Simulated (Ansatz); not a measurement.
## Ansatz 0.2.0, settings compared: TlIrPd

The command:

```bash
ansatz run input.yaml --threads 1 --pin off --max-ram 2560MiB --backend cpu --events-out ev --progress --plain --runs-dir out
```

The input file (Ansatz 0.2.0, plane waves):

```yaml
crystal:
  lattice:
    - [7.229013, 0.0, 0.0]
    - [-3.614506, 6.26051, 0.0]
    - [0.0, 0.0, 3.697604]
  atoms:
    - { symbol: Ir, position: [0.585, 0.0, 0.5] }
    - { symbol: Ir, position: [0.415, 0.415, 0.5] }
    - { symbol: Ir, position: [0.0, 0.585, 0.5] }
    - { symbol: Pd, position: [0.0, 0.0, 0.5] }
    - { symbol: Tl, position: [0.245, 0.0, 0.0] }
    - { symbol: Tl, position: [0.755, 0.755, 0.0] }
    - { symbol: Tl, position: [0.0, 0.245, 0.0] }
    - { symbol: Pd, position: [0.3333, 0.6667, 0.0] }
    - { symbol: Pd, position: [0.6667, 0.3333, 0.0] }
  symmetry: { tolerance: 0.0003 }
kpoints:
  mp_grid: { grid: [3, 3, 5], shift: [0, 0, 0] }
magnetization:
  spin_polarized: false
scf:
  occupations: { method: fermi_dirac }
hamiltonian:
  pseudopotentials: { kind: paw }
  xc: pbe
basis:
  ecutwfc: 420
output:
  forces: true
  stress: true
  eigenvalues: true
  write_density: true
  write_potential: true
  elf: true
  volumetric_format: npy
```

Origin of the cell: a known structure type with other elements, at an estimated volume, so it need not be a known compound.

The smearing width isn't typed, so it takes its default of 0.1 eV.

Output of this run (shortened):

```
SCF iter   1: F=—  HF=-91050.359823 eV  Δρ=6.50e-3  dr2=1.30e-1  defer=25
SCF iter   2: F=—  HF=-91050.355352 eV  Δρ=3.45e-3  dr2=4.75e-2  defer=27
SCF iter   3: F=—  HF=-91050.351042 eV  Δρ=6.71e-4  dr2=4.34e-3  defer=27
SCF iter   4: F=—  HF=-91050.350445 eV  Δρ=2.58e-4  dr2=1.07e-4  defer=27
SCF iter   5: F=—  HF=-91050.350423 eV  Δρ=6.43e-5  dr2=1.14e-5  defer=27
SCF iter   6: F=—  HF=-91050.350478 eV  Δρ=1.68e-5  dr2=7.15e-7  defer=27
SCF iter   7: F=-91050.350478 eV  HF=-91050.350478 eV  Δρ=5.09e-6  dr2=5.79e-8
SCF 1 converged in 7 iterations: F = -91050.350478 eV  dr2 = 5.79e-8
SCF converged after 7 iterations
Free energy (F): -91050.350478 eV
Harris-Foulkes:  -91050.350478 eV  (|F-HF|=2.56e-8)
Internal energy: -91050.035953 eV  (E = F + TS)
E sigma→0 (E₀):  -91050.193215 eV
Entropy (-TS):   -0.314525 eV (-34.947 meV/atom)
Fermi energy:    16.715235 eV
--- Per-component energies (eV) ---
  E_band       = -945.983727
  E_kinetic    = 4427.953900
  E_local      = -12882.941698  (includes V_loc(G=0)·N_el)
  E_nonlocal   = 1827.447585
  E_hartree    = 5081.341401
  E_xc         = -1992.456112
  E_vxc        = -1950.158982  (∫ρ·V_xc dr)
  E_paw        = -69432.220271  (= ΣΔE_a)
  E_vpaw       = -2530.971762  (= ΣTr[D̂ρ^β])
  E_aug_tail   = 0.000920  (compensation charges beyond the density's cutoff)
  E_ewald      = -18079.161678
  E_smearing   = -0.314525  (= −TS)
  Σ components = -91050.350478   (vs F -91050.350478, Δ=0.00e0)
--- Forces (eV/Å), atoms counted from 1 ---
  atom   1  Ir    -0.035398     0.000000     0.000000
  atom   2  Ir     0.017699     0.030656     0.000000
  atom   3  Ir     0.017699    -0.030656     0.000000
  atom   4  Pd     0.000000     0.000000     0.000000
  atom   5  Tl     3.742238    -0.000000     0.000000
  atom   6  Tl    -1.871119    -3.240873     0.000000
  atom   7  Tl    -1.871119     3.240873     0.000000
  atom   8  Pd    -0.000000     0.000000     0.000000
  atom   9  Pd    -0.000000    -0.000000     0.000000
  max |Σ_I F_I| component: 9.34e-16 eV/Å
--- Stress (GPa, compression-positive) ---
       -0.477894      -0.000000       0.000000
       -0.000000      -0.477894       0.000000
        0.000000       0.000000       0.737816
  P = ⅓ Tr σ = -0.0727 GPa (-0.727 kbar)
```

The same input was run again with these changes:

1. `scf.initial_density.chi_scale` default → 0.3
2. `total_charge` default → -1
3. `total_charge` default → -1
4. `scf.occupations.method` fermi_dirac → tetrahedron_uncorrected; `accuracy` default → low; `hamiltonian.hubbard` default → { sites: [{ species: Pd, l: d, u_eff: 8.0 }], double_counting: fll }

```csv
run,end,SCF iterations,P (GPa),max force component (eV/Å),moment (μB),ΔE(σ→0) (meV/atom)
base,converged,7,-0.07,3.742,–,0
1,converged,11,-0.07,3.742,–,0.00
2,converged,9,–,3.828,–,–
3,converged,9,–,3.828,–,–
4,converged,10,1.39,3.770,–,–
```

Energies are compared only where functional, datasets, charge and starting cell are the same.

Not properties of the system: run 4 (too coarse or loose: `accuracy` = low).

Caveats of the base run: no moments, though an odd count or open d shells may carry them; no spin-orbit coupling, though heavy elements are present; the k mesh is coarse if the cell is a metal.

Run 2: charged cell with a uniform background, whose pressure depends on convention.
Run 3: charged cell with a uniform background, whose pressure depends on convention.

The base run ran for 20 s on 1 thread of Arm Neoverse V1, on a shared host, peak memory 0.44 GiB, from the program's own first density.
